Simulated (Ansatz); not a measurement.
Relaxed-ion elastic tensor of InP (CsCl type, Pm-3m) in GPa (Voigt order), r²SCAN (plane waves, PAW; program Ansatz); density 6.03 g/cm³, 20.07 Å³ per atom.

|  | 1 | 2 | 3 | 4 | 5 | 6 |
|---|---|---|---|---|---|---|
| 1 | 77.8 | 66.9 | 66.9 | 0.0 | 0.0 | 0.0 |
| 2 | 66.9 | 77.8 | 66.9 | 0.0 | 0.0 | 0.0 |
| 3 | 66.9 | 66.9 | 77.8 | 0.0 | 0.0 | 0.0 |
| 4 | 0.0 | 0.0 | 0.0 | 3.3 | 0.0 | 0.0 |
| 5 | 0.0 | 0.0 | 0.0 | 0.0 | 3.3 | 0.0 |
| 6 | 0.0 | 0.0 | 0.0 | 0.0 | 0.0 | 3.3 |

### Question
Is the crystal mechanically stable?

### Answer
Yes: the smallest eigenvalue of C is 3.3 GPa.

### Question
Work out the Voigt, Reuss and Hill averages.

### Answer
K_V = 70.6, K_R = 70.6, K_H = 70.6; G_V = 4.1, G_R = 3.9, G_H = 4.0 GPa.

### Question
Give Young's modulus, Poisson's ratio, Pugh's ratio and the universal anisotropy index.

### Answer
E = 9KG/(3K + G) = 11.8 GPa; ν = 0.47; K/G = 17.57 (ductile by the Pugh limit of 1.75); A_U = 5G_V/G_R + K_V/K_R − 6 = 0.32.

### Question
Estimate the sound speeds and the Debye temperature.

### Answer
v_l = √((K + 4G/3)/ρ) = 3550 m/s, v_t = √(G/ρ) = 816 m/s, mean 932 m/s; Θ = (h/k)(3n/4πV)^(1/3) v_m = 102 K.

### Question
Give the Zener ratio and Young's modulus along [100], [110] and [111].

### Answer
A = 2C44/(C11 − C12) = 0.60; 1/E = S11 − 2(S11 − S12 − S44/2)Γ with Γ = 0, 1/4, 1/3 gives 15.9, 10.7, 9.7 GPa.

### Question
Solve the Christoffel equation for the three sound speeds along [100], [110], [111].

### Answer
Eigenvalues of C_ijkl n_j n_l equal ρv². In km/s, slowest first: [100] 0.74, 0.74, 3.59; [110] 0.74, 0.95, 3.54; [111] 0.88, 0.88, 3.53.

The cell is a constructed one: a structure type filled with these elements; neither database checked (COD, Materials Project) lists it. It is not the phase usual at ambient conditions (space group No. 216). The r²SCAN relaxation kept the symmetry of its start; its stability against distortions is not shown here. As this level gives no gap, shear constants depend on the k-mesh and smearing (Fermi–Dirac, 0.1 eV here).

Potentials: the later of the program's two PAW sets.
